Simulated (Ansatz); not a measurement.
CoSi:
```
CoSi
1.0
    4.38560     0.00000     0.00000
    0.00000     4.38560     0.00000
    0.00000     0.00000     4.38560
Co Si
4 4
Direct
  0.14566   0.14566   0.14566
  0.35434   0.85434   0.64566
  0.64566   0.35434   0.85434
  0.85434   0.64566   0.35434
  0.84329   0.84329   0.84329
  0.65671   0.15671   0.34329
  0.34329   0.65671   0.15671
  0.15671   0.34329   0.65671
```

Relaxed with PBEsol. Special points in fractions of this cell's reciprocal vectors: Γ (0.000, 0.000, 0.000); X (0.000, 0.500, 0.000); M (0.500, 0.500, 0.000); R (0.500, 0.500, 0.500); X1 (0.500, 0.000, 0.000).

Problem. List the band energies nearest the Fermi level at these points for the program Ansatz at the PBEsol level (PAW).

Solution. In eV from the Fermi level; about four levels below and three above (degenerate sets whole), none deeper than 8.9 eV; points with the same levels are listed once.

| k | below | above |
|---|---|---|
| Γ | -0.94 -0.94 -0.94 -0.80 -0.80 | 0.01 0.01 0.01 |
| X | -0.66 -0.66 -0.49 -0.49 | 1.06 1.06 1.62 1.62 |
| M | -1.03 -1.03 -0.03 -0.03 | 0.64 0.64 2.15 2.15 |
| R | -0.21 -0.21 -0.21 -0.21 | 5.62 5.62 5.62 5.62 |

Space group P2_13. The PBEsol relaxation kept the symmetry of its start; of distortions, only those at the zone centre were tested. The workflow began spin-polarised and lost its moments.

Potentials: the later of the program's two PAW sets.
